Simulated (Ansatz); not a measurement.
TiN (rock salt)

```
CELL_PARAMETERS angstrom
      0.00000     2.10198     2.10198
      2.10198     0.00000     2.10198
      2.10198     2.10198     0.00000
ATOMIC_POSITIONS crystal
  N  0.00000 0.00000 0.00000
  Ti 0.50000 0.50000 0.50000
```

The slice is a {111} plane (indices of the conventional cell) through the point (0.500, 0.500, 0.500) (fractional), spanned by u = [100] and v = [-1 2 0] in vectors of this cell: u (2.97 Å) and v (5.15 Å, at 90° to u). It covers one period; positions are fractions (u, v).

These are PBEsol (plane waves to 420 eV, PAW, scalar-relativistic; Ansatz, a program for electronic structure) values and carry that method's errors. k mesh 19×19×19. These are valence fields of a PAW run, semicore shells included where kept as valence: close to a nucleus they are smooth pseudo fields. TiN is run without spin polarisation. TiN was relaxed with its symmetry unable to fall.

Question: Predict the map of the valence electron density on the slice.

Answer: 
```tsv
v \ u	0.00	0.12	0.25	0.38	0.50	0.62	0.75	0.88
0.96	1.0	0.8	0.1	-0.6	-0.7	-0.6	0.1	0.8
0.86	0.2	0.0	-0.5	-0.6	-0.6	-0.6	-0.5	0.0
0.75	-0.6	-0.7	-0.7	-0.7	-0.6	-0.7	-0.7	-0.7
0.64	-0.6	-0.6	-0.5	0.0	0.2	0.0	-0.5	-0.6
0.54	-0.7	-0.6	0.1	0.8	1.0	0.8	0.1	-0.6
0.43	-0.7	-0.6	-0.1	0.7	0.9	0.7	-0.1	-0.6
0.32	-0.6	-0.6	-0.6	-0.4	-0.3	-0.4	-0.6	-0.6
0.21	-0.5	-0.6	-0.7	-0.6	-0.6	-0.7	-0.7	-0.6
0.11	0.6	0.4	-0.3	-0.6	-0.6	-0.6	-0.3	0.4
0.00	1.0	0.9	0.2	-0.6	-0.7	-0.6	0.2	0.9
```

Values: log₁₀ of the valence density in e/Å³. The scale is logarithmic, as a density can span decades between atoms and voids.
